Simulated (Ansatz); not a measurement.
ZnCu:
```
ZnCu
1.0
    2.90756     0.00000     0.00000
    0.00000     2.90756     0.00000
    0.00000     0.00000     2.90756
Zn Cu
1 1
Direct
  0.50000   0.50000   0.50000
  0.00000   0.00000   0.00000
```

Relaxed with PBEsol. Special points in fractions of this cell's reciprocal vectors: Γ (0.000, 0.000, 0.000); X (0.000, 0.500, 0.000); M (0.500, 0.500, 0.000); R (0.500, 0.500, 0.500).

List the band energies nearest the Fermi level at these points for the program Ansatz at the PBEsol level (PAW).

In eV from the Fermi level; about four levels below and three above (degenerate sets whole), none deeper than 8.9 eV; points with the same levels are listed once.

```json
[
 {"k": "Γ", "below": "-3.67 -3.67 -2.77 -2.77 -2.77", "above": "6.27 6.27 6.27"},
 {"k": "X", "below": "-3.38 -3.38 -2.86 -2.02", "above": "11.98 11.98 12.55 12.55"},
 {"k": "M", "below": "-2.92 -2.92 -2.52 -2.07 -2.07", "above": "1.93 2.21 14.28"},
 {"k": "R", "below": "-4.47 -4.47 -4.47 -2.50 -2.50", "above": "4.07 4.38 4.38 4.38"}
]
```

Space group Pm-3m (CsCl type). The cell was relaxed with PBEsol under the symmetry of its start. The run is not spin-polarised.

Potentials: the earlier of the program's two PAW sets. The files were generated under PBE; for other functionals the program regenerates the frozen cores, and for LDA and PBEsol the local potential too.
